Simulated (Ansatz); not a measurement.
Relaxed-ion elastic tensor of HgSe (zinc blende, space group No. 216) in GPa (Voigt order), DFT-PBE in the program Ansatz with PAW potentials; density 7.57 g/cm³, 30.66 Å³ per atom.

```
      1     2     3     4     5     6
-  ----  ----  ----  ----  ----  ----
1  52.4  37.6  37.6   0.0   0.0   0.0
2  37.6  52.4  37.6   0.0   0.0   0.0
3  37.6  37.6  52.4   0.0   0.0   0.0
4   0.0   0.0   0.0  21.2   0.0   0.0
5   0.0   0.0   0.0   0.0  21.2   0.0
6   0.0   0.0   0.0   0.0   0.0  21.2
```

Task: Is the crystal mechanically stable?

Result: Yes: the smallest eigenvalue of C is 14.7 GPa.

Task: Work out the Voigt, Reuss and Hill averages.

Result: K_V = 42.5, K_R = 42.5, K_H = 42.5; G_V = 15.7, G_R = 12.1, G_H = 13.9 GPa.

Task: Give Young's modulus, Poisson's ratio, Pugh's ratio and the universal anisotropy index.

Result: E = 9KG/(3K + G) = 37.6 GPa; ν = 0.35; K/G = 3.06 (ductile by the Pugh limit of 1.75); A_U = 5G_V/G_R + K_V/K_R − 6 = 1.47.

Task: Estimate the sound speeds and the Debye temperature.

Result: v_l = √((K + 4G/3)/ρ) = 2840 m/s, v_t = √(G/ρ) = 1350 m/s, mean 1520 m/s; Θ = (h/k)(3n/4πV)^(1/3) v_m = 145 K.

Task: Give the Zener ratio and Young's modulus along [100], [110] and [111].

Result: A = 2C44/(C11 − C12) = 2.88; 1/E = S11 − 2(S11 − S12 − S44/2)Γ with Γ = 0, 1/4, 1/3 gives 20.9, 38.9, 54.6 GPa.

Task: Solve the Christoffel equation for the three sound speeds along [100], [110], [111].

Result: Eigenvalues of C_ijkl n_j n_l equal ρv². In km/s, slowest first: [100] 1.67, 1.67, 2.63; [110] 0.99, 1.67, 2.96; [111] 1.26, 1.26, 3.06.

Space group F-43m (zinc blende). The PBE relaxation kept the symmetry of its start; phonons on a q-mesh show no instability. As this level gives no gap, shear constants depend on the k-mesh and smearing (Fermi–Dirac, 0.1 eV here). Scalar-relativistic: spin–orbit coupling is off unless named, which matters more the heavier the elements.

Potentials: the later of the program's two PAW sets.
